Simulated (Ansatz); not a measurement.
Elastic constants of BaCa: input and output

The calculation used DFT LDA, scalar-relativistic, plane waves, PAW in Ansatz 0.2.0.

It can be run as:
```bash
ansatz run input.yaml --threads 1 --pin off --backend cpu --events-out ev --progress --plain --runs-dir out  # memory cap (--max-ram) not shown
```

Input (bare energies are in eV):
```yaml
crystal:
  lattice:
    - [4.527456972, 0.0, 0.0]
    - [0.0, 4.527456972, 0.0]
    - [0.0, 0.0, 4.5205903841]
  atoms:
    - { symbol: Ba, position: [0.0, 0.0, 0.0] }
    - { symbol: Ca, position: [0.5, 0.5, 0.5] }
basis:
  ecutwfc: 420
kpoints:
  mp_grid: { grid: [10, 10, 10] }
hamiltonian:
  xc: lda
scf:
  occupations: { method: fermi_dirac, width: 0.15 }
output:
  forces: true
  stress: true
  eigenvalues: true
elastic:
  mode: clamped_ion
  amplitude: 0.005
```

From the output:
```
--- Elastic constants: 4 strain directions × 4 members + reference (group order 16) ---
  dense FFT box of the reference and of every strained cell: 32×32×32
  strains applied: 11, 33, 23, 12; error gains: componentwise 1.00 (the most a stress slope's error grows in a printed constant), spectral 1.41 (1 for all six strains in a standard setting)
  C = ∂σ_k/∂η_j (tension-positive GPa; Voigt order 11 22 33 23 13 12):
        16.060     12.207     12.150      0.000      0.000     -0.000
        12.207     16.060     12.150     -0.000      0.000     -0.000
        12.156     12.156     16.132     -0.000      0.000      0.000
        -0.000      0.000     -0.000     14.454      0.000     -0.000
        -0.000      0.000      0.000     -0.000     14.454      0.000
        -0.000      0.000     -0.000      0.000      0.000     14.532
  reference stress σ⁰ (GPa):      0.002      0.002     -0.004      0.000      0.000      0.000
  C* (energy form; C + prestress term) asymmetry max|C*_kj − C*_jk| = 2.119e-4 GPa — a small one proves nothing (zero by symmetry where the batch's group is 432, −43m or m−3m); a large one is finite-difference/SCF noise where every solve ...
  moduli (Voigt/Reuss/Hill, GPa): K = 13.48/13.48/13.48   G = 9.47/4.07/6.77   E = 17.39   ν = 0.285
  mechanically stable: yes (min eigenvalue of sym C = 3.85 GPa)
  strain η (Voigt 11):  stress-route row diagonal C_11 = 16.06 GPa, energy-path curvature d²(F+E_count+ΔE)/dδ²/Ω₀ = 16.06 GPa
    cells at ±δ against ±2δ: C11 16.06 and 16.07 GPa, apart by 0.03 % of the column's largest entry
         δ    σ_11 (GPa) F (eV) n_scf n_hpsi n_pw
    -1.000e-2      -0.1633       -7552.2395489       9   76768   1812
    -5.000e-3      -0.0795       -7552.2398995       3   57992   1848
     5.000e-3       0.0811       -7552.2398906       4   58256   1856
     1.000e-2       0.1580       -7552.2395445       7   65159   1856
  strain η (Voigt 33):  stress-route row diagonal C_33 = 16.13 GPa, energy-path curvature d²(F+E_count+ΔE)/dδ²/Ω₀ = 16.13 GPa
    cells at ±δ against ±2δ: C33 16.13 and 16.14 GPa, apart by 0.03 % of the column's largest entry
         δ    σ_33 (GPa) F (eV) n_scf n_hpsi n_pw
    -1.000e-2      -0.1700       -7552.2395121       9   44986   1816
    -5.000e-3      -0.0859       -7552.2398817       3   33590   1832
     5.000e-3       0.0754       -7552.2399074       4   33802   1856
     1.000e-2       0.1527       -7552.2395770       7   37797   1856
  strain η (Voigt 23):  stress-route row diagonal C_44 = 14.45 GPa, energy-path curvature d²(F+E_count+ΔE)/dδ²/Ω₀ = 14.45 GPa
    cells at ±δ against ±2δ: C44 14.45 and 14.45 GPa, apart by 0.01 % of the column's largest entry
         δ    σ_23 (GPa) F (eV) n_scf n_hpsi n_pw
    -1.000e-2      -0.1445       -7552.2395932       8  102885   1840
    -5.000e-3      -0.0723       -7552.2399067       3   81046   1856
     5.000e-3       0.0723       -7552.2399067       3   79731   1856
     1.000e-2       0.1445       -7552.2395932       7   98355   1840
  strain η (Voigt 12):  stress-route row diagonal C_66 = 14.53 GPa, energy-path curvature d²(F+E_count+ΔE)/dδ²/Ω₀ = 14.53 GPa
    cells at ±δ against ±2δ: C66 14.53 and 14.53 GPa, apart by 0.01 % of the column's largest entry
         δ    σ_12 (GPa) F (eV) n_scf n_hpsi n_pw
    -1.000e-2      -0.1453       -7552.2395910       8   61393   1848
    -5.000e-3      -0.0727       -7552.2399062       3   48161   1856
     5.000e-3       0.0727       -7552.2399062       3   47535   1856
     1.000e-2       0.1453       -7552.2395910       7   54489   1848
```

The cell was built by swapping an element in a database structure (itself possibly hypothetical) and relaxing; it need not be the stable form of this composition. In a metal, frequencies and elastic constants depend on the k mesh and the smearing, soft modes and shear constants most.

The least eigenvalue is 3.9 GPa; in a metal on this mesh the verdict on stability isn't firm within about 20 GPa or a tenth of the bulk modulus.

Every atom sits on an inversion centre, so no strain shifts the atoms against each other, and clamped-ion and relaxed constants are the same.